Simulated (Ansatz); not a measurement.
Starting cell, Ga2O3 (beta-Ga2O3 type, space group C2/m):

```yaml
crystal:
  lattice:
    - [6.22762, -1.54173, 0.00000]
    - [6.22762, 1.54173, 0.00000]
    - [-1.39233, 0.00000, 5.71032]
  atoms:
    - { symbol: Ga, position: [0.08991, 0.08991, 0.79470] }
    - { symbol: Ga, position: [0.91009, 0.91009, 0.20530] }
    - { symbol: Ga, position: [0.65850, 0.65850, 0.31416] }
    - { symbol: Ga, position: [0.34150, 0.34150, 0.68584] }
    - { symbol: O, position: [0.16349, 0.16349, 0.10919] }
    - { symbol: O, position: [0.83651, 0.83651, 0.89081] }
    - { symbol: O, position: [0.17371, 0.17371, 0.56436] }
    - { symbol: O, position: [0.82629, 0.82629, 0.43564] }
    - { symbol: O, position: [0.49603, 0.49603, 0.25671] }
    - { symbol: O, position: [0.50397, 0.50397, 0.74329] }
```

The atoms are displaced by Q × the pattern below (from a DFPT mode at Γ, largest move 1; Q in Å), at fixed cell.

```
atom       x      y       z
----  ------  -----  ------
Ga1    0.085  0.000   0.023
Ga2   -0.085  0.000  -0.023
Ga3    0.033  0.000   0.062
Ga4   -0.033  0.000  -0.062
O5    -0.083  0.000  -0.997
O6     0.083  0.000   0.997
O7    -0.770  0.000   0.584
O8     0.770  0.000  -0.584
O9    -0.382  0.000  -0.103
O10    0.382  0.000   0.103
```

All values below come from PBE (plane waves to 420 eV, PAW, scalar-relativistic; Ansatz, a quantum-chemistry and plane-wave program). k mesh 11×11×6 (Γ-centred), Fermi-Dirac smearing 0.05 eV. E stands for the smeared free energy. Ga2O3 was relaxed with its symmetry unable to fall. ΔE is measured from the undisplaced structure.

**Question.** What ΔE (meV/cell) does the calculation give at Q (Å) = -0.100, -0.067, -0.050, -0.033, 0.017, 0.050, 0.067, 0.100?

**Answer.** 
```
Q (Å)   ΔE (meV/cell)
------  -------------
-0.100            601
-0.067            272
-0.050            154
-0.033             69
0.017              18
0.050             164
0.067             296
0.100             683
```

(A displaced cell: forces are minus the slopes of the energy, force constants its curvatures, and phonons follow from these.)
